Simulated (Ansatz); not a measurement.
Polymorphs of Te$_{2}$Pt, each relaxed with the program Ansatz at the PBE+D3(BJ) level (PAW):

A: R-3m
a = 3.9601 Å, b = 3.9601 Å, c = 17.1709 Å, α = 90.00°, β = 90.00°, γ = 120.00°

| atom | site | symmetry | x | y | z |
|---|---|---|---|---|---|
| Pt | 3a | -3m | 0.0000 | 0.0000 | 0.0000 |
| Te | 6c | 3m | 0.0000 | 0.0000 | 0.2505 |

B: P-3m1
a = 4.053 Å, b = 4.053 Å, c = 5.090 Å, α = 90.00°, β = 90.00°, γ = 120.00°

```
atom  site  symmetry       x       y       z
----  ----  --------  ------  ------  ------
Te      2d       3m.  0.3333  0.6667  0.2671
Pt      1a      -3m.  0.0000  0.0000  0.0000
```

### Question
Put the candidates in order of energy per atom at 0 K, lowest first, for PBE+D3(BJ).

### Answer
B (+0 meV/atom), A (+67 meV/atom)

Constructed cells (a structure type filled with these elements, in neither database checked): A. All cells were relaxed under the symmetry of their starts (and spin orders); stability against distortions was not tested throughout. Rows with no word on spin ran without spin polarisation. Spin–orbit coupling is left out wherever it is not named.

Energies hold the estimated change up to a 700 eV cutoff; steps of a few meV lie near the error of the meshes.

Potentials: the earlier of the program's two PAW sets.
